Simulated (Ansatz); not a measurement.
Q: Each is relaxed and computed with PBEsol (plane waves, PAW; program Ansatz). Which is the only metal?
(A) SiGeC2, P-4m2 (Ge on 1c, Si on 1a, C on 2g)
(B) SiCO4, I-4 (Si on 2a, C on 2c, O on 8g)
(C) Mg2C, anti-fluorite
(D) Ta2C, P4/nmm (Ta on 2a, Ta on 2c, C on 2c)

A: D, Ta2C, P4/nmm (Ta on 2a, Ta on 2c, C on 2c). Ta2C: metal; SiCO4: gap 6.96 eV (indirect); Mg2C: gap 0.69 eV (indirect); SiGeC2: gap 1.38 eV (indirect). Constructed cells (a structure type filled with these elements, in neither database checked): Ta2C, P4/nmm (Ta on 2a, Ta on 2c, C on 2c); Mg2C, anti-fluorite. Typed or built starts, not in the databases checked: SiCO4, I-4 (Si on 2a, C on 2c, O on 8g); SiGeC2, P-4m2 (Ge on 1c, Si on 1a, C on 2g). All cells were relaxed under the symmetry of their starts (and spin orders); stability against distortions was not tested throughout. Rows with no word on spin ran without spin polarisation. Spin–orbit coupling is left out wherever it is not named.

Potentials: the later of the program's two PAW sets.
